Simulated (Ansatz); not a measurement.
B:
Space group Pm-3m (No. 221); a = 4.145 Å, b = 4.145 Å, c = 4.145 Å, α = 90.00°, β = 90.00°, γ = 90.00°

```tsv
atom	site	symmetry	x	y	z
B	6f	4m.m	0.1949	0.5000	0.5000
```

Relaxed with r²SCAN.

### Question
Which orbitals make up the states near the Fermi level in DFT-r²SCAN in the program Ansatz with PAW potentials?

### Answer
Within 0.5 eV of the Fermi level: B 2p 98 %. Projections are on Löwdin-orthogonalised atomic valence shells; empty p or d shells of many metals are not among them.

### Question
Tabulate the density of states.

### Answer
States/eV per cell of 6 atoms, in 0.25 eV bins, energy from the Fermi level.

| E (eV) | total | B 2p | B 2s |
|---|---|---|---|
| -7.85 | 1.57 | 0.82 | 0.70 |
| -7.60 | 3.23 | 1.69 | 1.47 |
| -7.35 | 3.18 | 1.68 | 1.43 |
| -7.10 | 2.34 | 1.29 | 1.01 |
| -6.85 | 1.90 | 1.09 | 0.78 |
| -6.60 | 1.70 | 1.00 | 0.67 |
| -6.35 | 1.51 | 0.92 | 0.57 |
| -6.10 | 1.47 | 0.91 | 0.53 |
| -5.85 | 1.37 | 0.88 | 0.48 |
| -5.60 | 1.40 | 0.92 | 0.46 |
| -5.35 | 1.50 | 1.02 | 0.46 |
| -5.10 | 1.31 | 0.91 | 0.39 |
| -4.85 | 0.93 | 0.66 | 0.26 |
| -4.60 | 0.63 | 0.45 | 0.17 |
| -4.35 | 0.92 | 0.65 | 0.26 |
| -4.10 | 1.11 | 0.79 | 0.31 |
| -3.85 | 1.04 | 0.74 | 0.29 |
| -3.60 | 1.17 | 0.83 | 0.33 |
| -3.35 | 1.09 | 0.80 | 0.28 |
| -3.10 | 1.13 | 0.85 | 0.27 |
| -2.85 | 1.14 | 0.88 | 0.25 |
| -2.60 | 1.69 | 1.43 | 0.22 |
| -2.35 | 2.49 | 2.21 | 0.23 |
| -2.10 | 3.03 | 2.73 | 0.25 |
| -1.85 | 2.63 | 2.40 | 0.18 |
| -1.60 | 1.60 | 1.44 | 0.14 |
| -1.35 | 2.85 | 2.63 | 0.19 |
| -1.10 | 2.91 | 2.72 | 0.17 |
| -0.85 | 2.62 | 2.50 | 0.10 |
| -0.60 | 3.17 | 3.06 | 0.10 |
| -0.35 | 4.93 | 4.79 | 0.11 |
| -0.10 | 4.58 | 4.48 | 0.07 |
| 0.15 | 1.90 | 1.86 | 0.03 |
| 0.40 | 1.22 | 1.19 | 0.02 |
| 0.65 | 1.04 | 1.01 | 0.02 |
| 0.90 | 0.91 | 0.89 | 0.02 |
| 1.15 | 0.80 | 0.78 | 0.01 |
| 1.40 | 0.72 | 0.71 | 0.01 |
| 1.65 | 0.63 | 0.62 | 0.00 |
| 1.90 | 0.39 | 0.38 | 0.00 |
| 2.15 | 0.00 | 0.00 | 0.00 |
| 2.40 | 0.00 | 0.00 | 0.00 |
| 2.65 | 0.00 | 0.00 | 0.00 |
| 2.90 | 0.00 | 0.00 | 0.00 |
| 3.15 | 0.00 | 0.00 | 0.00 |
| 3.40 | 0.00 | 0.00 | 0.00 |
| 3.65 | 0.00 | 0.00 | 0.00 |
| 3.90 | 0.10 | 0.10 | 0.00 |
| 4.15 | 0.28 | 0.28 | 0.00 |
| 4.40 | 0.44 | 0.43 | 0.00 |
| 4.65 | 0.62 | 0.60 | 0.01 |

The start of the workflow was typed in or built on a structure type; neither database checked (COD, Materials Project) lists it. It is not the phase usual at ambient conditions (space group No. 166). The r²SCAN relaxation kept the symmetry of its start; whether a distortion lowers the energy is not shown.

Potentials: the earlier of the program's two PAW sets.
